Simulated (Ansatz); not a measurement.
A: YRu2Si2 (space group I4/mmm), a = 4.1655 Å, b = 4.1655 Å, c = 9.5372 Å, α = 90.00°, β = 90.00°, γ = 90.00°
B: BiRh (NiAs type), a = 4.1299 Å, b = 4.1299 Å, c = 5.6924 Å, α = 90.00°, β = 90.00°, γ = 120.00°
C: Lu (hcp, Mg type), a = 3.504 Å, b = 3.504 Å, c = 5.452 Å, α = 90.00°, β = 90.00°, γ = 120.00°
D: AlN (wurtzite), a = 3.107 Å, b = 3.107 Å, c = 4.979 Å, α = 90.00°, β = 90.00°, γ = 120.00°
E: BaTiO3 (tetragonal-perovskite type, space group P4mm), a = b = 3.9722 Å, c = 4.1130 Å, α = β = γ = 90.00°

Scan: energy over volume and axial ratio (atoms clamped). All come from one method, each on a k mesh of its own. All were relaxed with their symmetry unable to fall. BaTiO3 is run without spin polarisation. BiRh is run without spin polarisation. Lu is run without spin polarisation. Spin-orbit coupling is left out. YRu2Si2 is run without spin polarisation.

Question: Order them by modulus against c/a change at fixed volume, (3/4V)·∂²E/∂(ln c/a)² (fitted) (lowest first) at the level r2SCAN (plane waves to 500 eV, PAW, scalar-relativistic; Ansatz, an electronic-structure program).

Answer: C (38 GPa), B (56 GPa), A (84 GPa), E (98 GPa), D (209 GPa)

(Under strain, the slope of the energy per volume gives the stress and its curvature an elastic modulus.)
